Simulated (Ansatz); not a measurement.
La2O3:
```xyz
5
Lattice="3.9062 0.0000 0.0000 -1.9531 3.3829 0.0000 0.0000 0.0000 6.0409" Properties=species:S:1:pos:R:3 pbc="T T T"
La     1.9531     1.1276     4.5586
La     0.0000     2.2553     1.4823
O      1.9531     1.1276     2.1384
O      0.0000     2.2553     3.9025
O      0.0000     0.0000     0.0000
```

Relaxed with PBEsol. Special points in fractions of this cell's reciprocal vectors: Γ (0.000, 0.000, 0.000); M (0.500, 0.000, 0.000); K (0.333, 0.333, 0.000); A (0.000, 0.000, 0.500); L (0.500, 0.000, 0.500); H (0.333, 0.333, 0.500).

### Question
List the band energies nearest the valence-band maximum at these points for PBEsol (plane waves, PAW; program Ansatz).

### Answer
In eV from the valence-band maximum; about four levels below and three above (degenerate sets whole), none deeper than 8.9 eV; points with the same levels are listed once.

```tsv
k	below	above
Γ	-1.77 -0.44 -0.44 -0.16	4.25 4.54 4.54
M	-0.76 -0.67 -0.43 -0.32	3.79 4.70 5.21
K	-0.89 -0.89 -0.87 -0.09	3.77 4.73 4.73
A	-1.08 -0.87 -0.33 -0.33	4.68 4.70 4.70
L	-0.97 -0.78 -0.38 -0.01	4.39 4.60 5.08
H	-0.60 -0.30 -0.30 -0.22	4.20 4.83 4.95 4.95
```

Space group P-3m1 (La2O3 or Ni2Al3 type). The PBEsol relaxation kept the symmetry of its start. Spin–orbit coupling is left out wherever it is not named.

Potentials: the earlier of the program's two PAW sets. The files were generated under PBE; for other functionals the program regenerates the frozen cores, and for LDA and PBEsol the local potential too.
